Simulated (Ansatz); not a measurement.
MgCu2:
```xyz
6
Lattice="0.0000 3.4202 3.4202 3.4202 0.0000 3.4202 3.4202 3.4202 0.0000" Properties=species:S:1:pos:R:3 pbc="T T T"
Mg     3.4202     3.4202     3.4202
Mg     5.1302     5.1302     5.1302
Cu     2.5651     0.8550     2.5651
Cu     0.8550     0.8550     0.8550
Cu     0.8550     2.5651     2.5651
Cu     2.5651     2.5651     0.8550
```

Relaxed with LDA. Special points in fractions of this cell's reciprocal vectors: Γ (0.000, 0.000, 0.000); X (0.500, 0.000, 0.500); U (0.625, 0.250, 0.625); K (0.375, 0.375, 0.750); L (0.500, 0.500, 0.500); W (0.500, 0.250, 0.750).

### Question
List the band energies nearest the Fermi level at these points for the program Ansatz at the LDA level (PAW).

### Answer
In eV from the Fermi level; about four levels below and three above (degenerate sets whole), none deeper than 8.9 eV; points with the same levels are listed once.

| k | below | above |
|---|---|---|
| Γ | -1.57 -1.57 -1.57 -0.17 | 0.01 0.01 0.01 |
| X | -0.67 -0.67 -0.42 -0.42 | 7.17 7.17 8.05 8.05 |
| U | -2.18 -1.81 -0.46 -0.27 | 2.30 4.81 5.34 |
| L | -2.36 -2.36 -1.57 -0.05 | 0.40 0.40 1.67 1.67 |
| W | -2.15 -2.15 -1.71 -1.71 | 2.09 2.09 3.54 3.54 |

Space group Fd-3m (cubic Laves (MgCu2 type)). The workflow started from a Materials Project entry (that database holds measured and hypothetical structures alike); the Crystallography Open Database files this formula in space group No. 227, but the cells were not matched. Its standing as an ambient phase is unchecked. The cell was relaxed with LDA under the symmetry of its start; of distortions, only those at the zone centre were tested. No spin polarisation was allowed.

Potentials: the later of the program's two PAW sets.
